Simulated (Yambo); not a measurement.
BaO2 (space group I4/mmm, No. 139) under isotropic strain of -3 % on all lattice vectors; a = 4.1724 Å, b = 4.1724 Å, c = 4.1724 Å, α = 128.00°, β = 128.00°, γ = 76.63°. With the G0W0 scissor the direct gap on the mesh is 3.68 eV. Axes are Cartesian, with cell vectors (Å) (-1.83, 1.83, 3.27), (1.83, -1.83, 3.27), (1.83, 1.83, -3.27).

Q: Can the lowest exciton of this BSE run be trusted, and with what binding energy? (Yambo, PBEsol bands; 8×8×8 mesh, 4 valence and 2 conduction bands, static screening with 29 bands and a 4 Ry block, scissor 1.64 eV, Tamm-Dancoff.)

A: No. The lowest state covers only about 2 of the 512 k points, so the mesh doesn't resolve it: its energy and its distance from the direct gap are mesh artefacts. An extended exciton needs a far denser mesh. The scissor comes from a G0W0 run whose convergence isn't established. 

Geometry strained from the cell relaxed with PBEsol, atoms relaxed again.
